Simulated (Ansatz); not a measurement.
The relaxed structure here is a generated cell of CuI: the first start was made by placing the elements on the sites of a structure type, and the end was not matched to a known phase here, so it may be hypothetical. Known forms of CuI include space group No. 216.

The end point of a relaxation of CuI. Space group P1 (No. 1). These are r2SCAN (plane waves to 500 eV, PAW, scalar-relativistic; Ansatz, a program for electronic structure) values and carry that method's errors.

```xyz
4
Lattice="4.3370 0.0000 0.0000 -0.1436 4.4080 0.0000 -0.4657 -0.0777 5.9805" Properties=species:S:1:pos:R:3 pbc="T T T"
Cu     3.2280     4.1887     5.9478
Cu    -0.0981     3.7888     2.4306
I      0.9839     3.4988     4.7455
I      3.1910     1.5273     1.7781
```

Problem. What is the computed band gap (r2SCAN)?

Solution. 1.15 eV, direct (no spin-orbit coupling).

No spin polarisation in the result. Without spin-orbit coupling the bands of the heavy element are not split, so the gap can be far off.

It was reached from a disturbed copy of a Pm-3m (No. 221) cell (CsCl type), against which it lies -0.65 eV/atom.
